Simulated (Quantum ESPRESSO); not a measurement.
**NMR parameters of SiO$_{2}$ (changed cell)**

```yaml
crystal:
  lattice:
    - [5.04258, 0.00000, 0.00000]
    - [0.00000, 5.04258, 0.00000]
    - [0.00000, 0.00000, 6.79525]
  atoms:
    - { symbol: Si, position: [0.69777, 0.69777, 0.50000] }
    - { symbol: Si, position: [0.80223, 0.19777, 0.75000] }
    - { symbol: Si, position: [0.30223, 0.30223, 0.00000] }
    - { symbol: Si, position: [0.19777, 0.80223, 0.25000] }
    - { symbol: O, position: [0.89189, 0.76205, 0.31614] }
    - { symbol: O, position: [0.73795, 0.39189, 0.56614] }
    - { symbol: O, position: [0.10811, 0.23795, 0.81614] }
    - { symbol: O, position: [0.26205, 0.60811, 0.06614] }
    - { symbol: O, position: [0.39189, 0.73795, 0.43386] }
    - { symbol: O, position: [0.23795, 0.10811, 0.18386] }
    - { symbol: O, position: [0.60811, 0.26205, 0.93386] }
    - { symbol: O, position: [0.76205, 0.89189, 0.68386] }
```
The cell was made here from a computed Materials Project entry: strained by -2 % along the unique axis and by +1 % across it, atoms relaxed (PBE without dispersion, pw.x of a modified build of Quantum ESPRESSO, symmetry kept). The parent is SiO2 in P4₁2₁2. Stability against distortions was not tested.

These are absolute shieldings with no macroscopic susceptibility term; δ = σ_ref − σ needs a reference computed alike. By our sweeps, such settings leave a few ppm in absolute σ. No d partial waves on Si: the paramagnetic term there is incompletely reconstructed.

Ω = σ33 − σ11 of the symmetric part; where symmetry doesn't make it nil, it is less certain than σ_iso.

### Question
What do the calculations give at each independent site (shieldings by PBE GIPAW on JTH datasets (Quantum ESPRESSO), 22.5 Ha, k-mesh 3×3×2 shifted, f-sum rule met within 0.01 %)?

### Answer
```csv
site,site symmetry,σ_iso (ppm),span Ω (ppm)
"Si (atoms 1, 2, 3, 4)",2,438,13
"O (atoms 5, 6, 7, 8, 9, 10, …)",1,215,85
```
